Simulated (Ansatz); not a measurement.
SnC:
```
SnC
1.0
    0.00000     2.39920     2.39920
    2.39920     0.00000     2.39920
    2.39920     2.39920     0.00000
C Sn
1 1
Cartesian
  0.00000   0.00000   0.00000
  2.39920   2.39920   2.39920
```

Relaxed with PBE. Special points in fractions of this cell's reciprocal vectors: Γ (0.000, 0.000, 0.000); X (0.500, 0.000, 0.500); U (0.625, 0.250, 0.625); K (0.375, 0.375, 0.750); L (0.500, 0.500, 0.500); W (0.500, 0.250, 0.750).

**Question.** List the band energies nearest the Fermi level at these points for PBE with spin–orbit coupling in the plane-wave PAW code Ansatz.

**Answer.** In eV from the Fermi level; about four levels below and three above (degenerate sets whole), none deeper than 8.9 eV; points with the same levels are listed once.

```csv
k,below,above
Γ,-0.43 -0.43 -0.43 -0.43,1.06 1.06 9.56 9.56
X,-2.98 -2.98 -2.71 -2.71,4.95 4.95 9.43 9.43
U,-5.93 -5.93 -2.20 -2.20,0.37 0.37 6.37 6.37
L,-8.83 -8.83,0.05 0.05 0.07 0.07
W,-5.32 -5.32 -5.13 -5.13,2.92 2.92 5.97 5.97
```

Space group Fm-3m (rock salt). The cell is a constructed one: a structure type filled with these elements; neither database checked (COD, Materials Project) lists it. Whether it is the stable phase at ambient conditions was not checked. Symmetry was held in the PBE relaxation; whether a distortion lowers the energy is not shown.

Potentials: the earlier of the program's two PAW sets.
